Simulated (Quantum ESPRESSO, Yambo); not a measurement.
**Quasiparticle gap of AgBr at +1 % isotropic strain**

```cif
data_Ag2Br2
_chemical_formula_sum 'Br2 Ag2'
_space_group_name_H-M_alt 'P 1'
_space_group_IT_number 1
_cell_length_a 4.05356
_cell_length_b 4.05452
_cell_length_c 5.72835
_cell_angle_alpha 90.000
_cell_angle_beta 89.868
_cell_angle_gamma 90.000
loop_
_space_group_symop_operation_xyz
  'x, y, z'
loop_
_atom_site_label
_atom_site_type_symbol
_atom_site_fract_x
_atom_site_fract_y
_atom_site_fract_z
_atom_site_occupancy
Br1 Br 0.25073 0.25000 0.75020 1
Br2 Br 0.74927 0.75000 0.24980 1
Ag1 Ag 0.75088 0.75000 0.74965 1
Ag2 Ag 0.24912 0.25000 0.25035 1
```

The PBEsol cell relaxed from Materials Project entry mp-570301 was given an isotropic strain of +1 % on all lattice vectors, and the atoms were relaxed again.

Starting point: PBEsol (pw.x of Quantum ESPRESSO, ONCV potentials, without SOC). G0W0 in Yambo: 4×4×2 Γ-centred k mesh, bands 9 to 116 and a 6 Ry block in the screening, 116 bands in G with the Bruneval-Gonze terminator, plasmon pole fitted at 27.2 eV.

```yaml
PBEsol gap along the band path: 0.50 eV
PBEsol gap between the mesh's edge points ((-0.5, 0, -0.5) → Γ): 0.50 eV
G0W0 gap between the same points: 1.74 eV
PBEsol smallest direct gap on the mesh (at Γ): 2.46 eV
G0W0 direct gap at that point: 3.69 eV
```

```csv
k point,band,E PBEsol (eV),E QP (eV),shift (eV),Z
Γ,VB,-1.96,-2.63,-0.67,0.80
Γ,CB,0.50,1.06,0.56,0.83
"(-0.5, 0, -0.5)",VB,0.00,-0.68,-0.68,0.80
"(-0.5, 0, -0.5)",CB,3.53,3.92,0.39,0.83
"(-0.5, -0.5, 0)",VB,-2.32,-3.33,-1.01,0.77
"(-0.5, -0.5, 0)",CB,1.46,2.15,0.69,0.83
```

Energies count from the PBEsol valence-band maximum.

Convergence of the G0W0 settings was not tested.

Spin-orbit splittings are left out.

This is not the ordinary phase of the substance; no match was found in the copy of COD used, and its stability was not checked.
